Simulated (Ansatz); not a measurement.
Relaxed-ion elastic tensor of VSi (CsCl type, Pm-3m) in GPa (Voigt order), r²SCAN in the plane-wave PAW code Ansatz; density 4.83 g/cm³, 13.58 Å³ per atom.

```
 133   136   136   0.0   0.0   0.0
 136   133   136   0.0   0.0   0.0
 136   136   133   0.0   0.0   0.0
 0.0   0.0   0.0  15.9   0.0   0.0
 0.0   0.0   0.0   0.0  15.9   0.0
 0.0   0.0   0.0   0.0   0.0  15.9
```

### Question
Is the crystal mechanically stable?

### Answer
No: the smallest eigenvalue of C is -2.4 GPa.

The cell is a constructed one: a structure type filled with these elements; neither database checked (COD, Materials Project) lists it. Its standing as an ambient phase is unchecked. The cell was relaxed with r²SCAN under the symmetry of its start, as lowered by the spin order. At this level the phase is mechanically unstable. Spin order of the final state: antiferromagnetic, chosen from 3 collinear starts compared on coarse meshes (ties went to the first, and starts can fall back to one state), not a proven ground state. Other orbital occupations within this spin state were not tried. As this level gives no gap, shear constants depend on the k-mesh and smearing (Fermi–Dirac, 0.1 eV here).

Potentials: the earlier of the program's two PAW sets.
